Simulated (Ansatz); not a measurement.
MgAu: relaxation of cell and atoms

Method: DFT, PBEsol, all-electron LAPW, scalar-relativistic (Ansatz 0.2.0).

Command: `ansatz run input.yaml --threads 1 --pin off --max-ram 2048MiB --backend cpu --events-out ev --progress --plain --runs-dir out` The run took about 41 s on 1 thread of a shared machine.

```yaml
crystal:
  lattice:
    - [3.301886497, 0.0, 0.0]
    - [0.0, 3.301886497, 0.0]
    - [0.0, 0.0, 3.301886497]
  atoms:
    - { symbol: Mg, position: [0.5, 0.5, 0.5] }
    - { symbol: Au, position: [0.0, 0.0, 0.0] }
kpoints:
  mp_grid: { grid: [10, 10, 10] }
scf:
  occupations: { method: fermi_dirac, width: 0.05 }
hamiltonian:
  xc: pbesol
  pseudopotentials: { kind: all_electron, lapw: { basis_error: 0.001 } }
output:
  forces: true
  stress: true
relax:
  f_tol: 0.005
  max_steps: 80
  cell: {}
```

No spin–orbit coupling, which matters for the heavy atoms here.

The cell comes from COD entry 9008804, which wasn't checked; take it as a given geometry. The listed cell was then made from it by scaling, straining or moving an atom.

Each frame lists the cell vectors (Å), then Cartesian positions (Å); symmetry keeps all forces zero. Free energies count from the first step, -522523.5147 eV.

The walk took 5 evaluations in all; steps that aren't listed are left out.

Step 1: E = 0.0 meV, P = -3.50 GPa

```
cell 3.3019 0.0000 0.0000 0.0000 3.3019 0.0000 0.0000 0.0000 3.3019
Mg    1.6509    1.6509    1.6509
Au    0.0000    0.0000    0.0000
```

Step 2:

```
cell 3.2189 0.0000 0.0000 0.0000 3.2189 0.0000 0.0000 0.0000 3.2189
Mg    1.6095    1.6095    1.6095
Au    0.0000    0.0000    0.0000
```

Step 3: E = -16.4 meV, P = -0.26 GPa

```
cell 3.2599 0.0000 0.0000 0.0000 3.2599 0.0000 0.0000 0.0000 3.2599
Mg    1.6300    1.6300    1.6300
Au    0.0000    0.0000    0.0000
```

(1) Give the energy, pressure of step 2.

(2) How does the relaxation end?

## Answers

(1) E = -3.5 meV, P = 3.61 GPa
```
Mg    1.6095    1.6095    1.6095
Au    0.0000    0.0000    0.0000
```

(2) It converges, with a = 3.257 Å, b = 3.257 Å, c = 3.257 Å, α = 90.00°, β = 90.00°, γ = 90.00° (conventional cell, space group Pm-3m). The last solve (on a basis chosen afresh for the final cell, so its energy is not quite comparable) gives E = -16.5 meV, P = -0.01 GPa:
```
cell 3.2570 0.0000 0.0000 0.0000 3.2570 0.0000 0.0000 0.0000 3.2570
Mg    1.6285    1.6285    1.6285
Au    0.0000    0.0000    0.0000
```
